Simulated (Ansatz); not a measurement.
Data:

InPd:
Space group Pm-3m (No. 221); a = b = c = 3.215 Å, α = β = γ = 90.00°

```tsv
atom	site	symmetry	x	y	z
In	1a	m-3m	0.0000	0.0000	0.0000
Pd	1b	m-3m	0.5000	0.5000	0.5000
```

This is the LDA-relaxed structure.

All from LDA in the plane-wave PAW code Ansatz, unless another level is named. Give the formation energy from the elements (no fitted shifts).

-539 meV/atom.

And the density of states at the Fermi level?

0.35 states/eV per atom (mean over ±0.08 eV).

Symmetry was held in the LDA relaxation; of distortions, only those at the zone centre were tested. No spin polarisation was allowed. The references are the lowest solids computed at this level, not always the standard phases. Scalar-relativistic: spin–orbit coupling is off unless named, which matters more the heavier the elements.

Potentials: the later of the program's two PAW sets.
